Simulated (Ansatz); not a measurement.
GaAs:
```
CELL_PARAMETERS angstrom
      4.02525     0.00000     0.00000
     -2.01263     3.48597     0.00000
      0.00000     0.00000     8.85108
ATOMIC_POSITIONS crystal
  Ga 0.50000 0.00000 0.50000
  Ga 0.00000 0.50000 0.16667
  Ga 0.50000 0.50000 0.83333
  As 0.50000 0.00000 0.00000
  As 0.00000 0.50000 0.66667
  As 0.50000 0.50000 0.33333
```

Relaxed with r²SCAN.

### Question
Map the electron localisation function on the plane through (0.000, 0.500, 0.167) spanned by u = [1, 0, 0] and v = [0, 0, 1] in lattice vectors, from plane-wave PAW r²SCAN (Ansatz code).

### Answer
x is the fraction of u, y of v (the angle between them is 90°; rows are the nearest grid lines); atoms in the plane: Ga at (0.00, 0.00), Ga at (0.50, 0.67), As at (0.00, 0.50), As at (0.50, 0.17).
```
y \ x   0.000  0.100  0.200  0.250  0.350  0.450  0.550  0.650  0.750  0.800  0.900   1.00
------  -----  -----  -----  -----  -----  -----  -----  -----  -----  -----  -----  -----
1.00    0.997  0.033  0.250  0.281  0.424  0.380  0.380  0.424  0.281  0.250  0.033  0.997
0.925   0.178  0.240  0.242  0.237  0.116  0.043  0.043  0.116  0.237  0.242  0.240  0.178
0.850   0.260  0.251  0.203  0.175  0.142  0.132  0.132  0.142  0.175  0.203  0.251  0.260
0.775   0.046  0.067  0.155  0.224  0.260  0.251  0.251  0.260  0.224  0.155  0.067  0.046
0.700   0.112  0.161  0.260  0.246  0.188  0.019  0.019  0.188  0.246  0.260  0.161  0.112
0.625   0.625  0.679  0.645  0.442  0.216  0.038  0.038  0.216  0.442  0.645  0.679  0.625
0.550   0.208  0.458  0.743  0.773  0.530  0.270  0.270  0.530  0.773  0.743  0.458  0.208
0.450   0.208  0.423  0.597  0.571  0.313  0.075  0.075  0.313  0.571  0.597  0.423  0.208
0.375   0.625  0.586  0.392  0.245  0.090  0.079  0.079  0.090  0.245  0.392  0.586  0.625
0.300   0.112  0.094  0.122  0.200  0.462  0.593  0.593  0.462  0.200  0.122  0.094  0.112
0.225   0.046  0.127  0.451  0.556  0.583  0.365  0.365  0.583  0.556  0.451  0.127  0.046
0.150   0.260  0.419  0.694  0.708  0.480  0.071  0.071  0.480  0.708  0.694  0.419  0.260
0.0750  0.178  0.247  0.453  0.687  0.749  0.636  0.636  0.749  0.687  0.453  0.247  0.178
0.000   0.997  0.033  0.250  0.281  0.424  0.380  0.380  0.424  0.281  0.250  0.033  0.997
```

The density is the valence pseudo-density with augmentation charge, so density and ELF within about 1 Å of a nucleus are not all-electron values.

Space group P6_222. The start of the workflow was typed in or built on a structure type; neither database checked (COD, Materials Project) lists it. It is not the phase usual at ambient conditions (space group No. 216). The r²SCAN relaxation kept the symmetry of its start; its stability against distortions is not shown here.

Potentials: the earlier of the program's two PAW sets.
